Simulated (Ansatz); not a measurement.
YCo2Ge2:
```yaml
crystal:
  lattice:
    - [-1.96119, 1.96119, 5.04269]
    - [1.96119, -1.96119, 5.04269]
    - [1.96119, 1.96119, -5.04269]
  atoms:
    - { symbol: Y, position: [0.00000, 0.00000, 0.00000] }
    - { symbol: Co, position: [0.75000, 0.25000, 0.50000] }
    - { symbol: Co, position: [0.25000, 0.75000, 0.50000] }
    - { symbol: Ge, position: [0.62841, 0.62841, 0.00000] }
    - { symbol: Ge, position: [0.37159, 0.37159, 0.00000] }
```

Relaxed with r²SCAN. Special points in fractions of this cell's reciprocal vectors: Γ (0.000, 0.000, 0.000); X (0.000, 0.000, 0.500); P (0.250, 0.250, 0.250); N (0.000, 0.500, 0.000); M (0.500, 0.500, -0.500); S (0.288, 0.712, -0.288); S0 (-0.288, 0.288, 0.288); R (-0.076, 0.076, 0.500); G (0.500, 0.500, -0.076).

Task: List the band energies nearest the Fermi level at these points for DFT-r²SCAN in the program Ansatz with PAW potentials.

Result: In eV from the Fermi level; about four levels below and three above (degenerate sets whole), none deeper than 8.9 eV; points with the same levels are listed once.

```json
[
 {"k": "Γ", "below": "-0.87 -0.87 -0.44 -0.04", "above": "2.41 2.41 3.27"},
 {"k": "X", "below": "-1.41 -1.30 -1.03 -1.02", "above": "0.26 0.36 2.58"},
 {"k": "P", "below": "-1.36 -1.36 -1.03 -1.02", "above": "0.32 0.32 2.10"},
 {"k": "N", "below": "-1.67 -1.62 -1.29 -1.07", "above": "0.19 1.41 1.59"},
 {"k": "M", "below": "-0.95 -0.50 -0.50 -0.04", "above": "0.04 0.93 2.92 2.92"},
 {"k": "S", "below": "-1.77 -1.55 -1.53 -1.52", "above": "0.07 0.21 0.23"},
 {"k": "R", "below": "-1.50 -1.13 -1.04 -0.77", "above": "0.26 0.44 2.53"}
]
```

Space group I4/mmm. The workflow started from a Materials Project entry (that database holds measured and hypothetical structures alike); the Crystallography Open Database copy checked does not list it. Its standing as an ambient phase is unchecked. The r²SCAN relaxation kept the symmetry of its start; whether a distortion lowers the energy is not shown. The run is not spin-polarised. Spin–orbit coupling is left out wherever it is not named.

Potentials: the later of the program's two PAW sets.
